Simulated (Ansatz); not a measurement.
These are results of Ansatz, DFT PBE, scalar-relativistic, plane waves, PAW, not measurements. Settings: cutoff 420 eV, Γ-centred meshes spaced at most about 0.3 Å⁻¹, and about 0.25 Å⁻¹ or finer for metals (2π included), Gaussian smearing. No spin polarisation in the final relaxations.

Temperature and zero-point effects are left out.

Two relaxed structures of Sn2Se:

A.

```xyz
3
Lattice="3.2484 0.0000 0.0000 -1.6242 2.8132 0.0000 0.0000 0.0000 8.8783" Properties=species:S:1:pos:R:3 pbc="T T T"
Sn    0.0000    0.0000    7.2616
Sn    0.0000    0.0000    1.6166
Se    0.0000    0.0000    4.4391
```

B.

```xyz
6
Lattice="4.2645 0.0000 0.0000 0.0000 4.2645 0.0000 0.0000 0.0000 9.2791" Properties=species:S:1:pos:R:3 pbc="T T T"
Sn    2.1323    0.0000    6.2100
Sn    0.0000    2.1323    3.0691
Sn    2.1323    0.0000    0.2481
Sn    0.0000    2.1323    9.0310
Se    2.1323    0.0000    3.3431
Se    0.0000    2.1323    5.9360
```

Task: Which form is favoured at zero pressure, and by what margin per atom?

Result: B is lower, by 0.32 eV/atom. A has space group P6/mmm (No. 191), 27.0 Å³/atom and no gap on its mesh; B has space group P4/nmm (No. 129), 28.1 Å³/atom and no gap. Counting Se atoms around Sn (those within 1.25 times the shortest such distance or 1.15 times the sum of covalent radii; the shortest distance is added where it is long for a bond; a slash parts the counts of unlike sites), A has Sn 1 and B has Sn 1 from 3.1 Å/5. The lower one is the more open, so pressure narrows the difference. Both come from invented guesses.

Cells relaxed within their symmetry can be saddle points.
